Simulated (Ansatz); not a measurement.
Values for one crystal, relaxed and computed with DFT-r²SCAN in the program Ansatz with PAW potentials; other levels are named.

| Item | Value |
|---|---|
| Volume per atom | 15.87 Å³ |
| Electronic character | metallic (no gap) |
| Formation energy from the elements (no fitted shifts) | -1.00 eV/atom |
| Gap with spin–orbit coupling | none (metallic) |
| Pressure derivative B′ | 4.2 |
| Density of states at the Fermi level | 0.42 states/eV per atom (mean over ±0.08 eV) |
| Bulk modulus (Birch–Murnaghan fit) | 201 GPa |

Q: Pick the material that matches.
A. Zr2HC, P3m1 (Zr on 1a, Zr on 1b, H on 1a, C on 1c)
B. CaSi2Au2, I4/mmm (Ca on 2a, Si on 4e, Au on 4d)
C. NbSi2, P6_222 (Nb on 3c, Si on 6i)
D. ZrSiRu, P-62m (Ru on 3f, Zr on 3g, Si on 1b, Si on 2c)

A: D, ZrSiRu, P-62m (Ru on 3f, Zr on 3g, Si on 1b, Si on 2c)

The workflow started from an entry of the Crystallography Open Database (COD). Whether it is the stable phase at ambient conditions was not checked. The r²SCAN relaxation kept the symmetry of its start; its stability against distortions is not shown here. The run is not spin-polarised. The references are the lowest solids computed at this level, not always the standard phases. Spin–orbit coupling is left out wherever it is not named.

Potentials: the later of the program's two PAW sets.
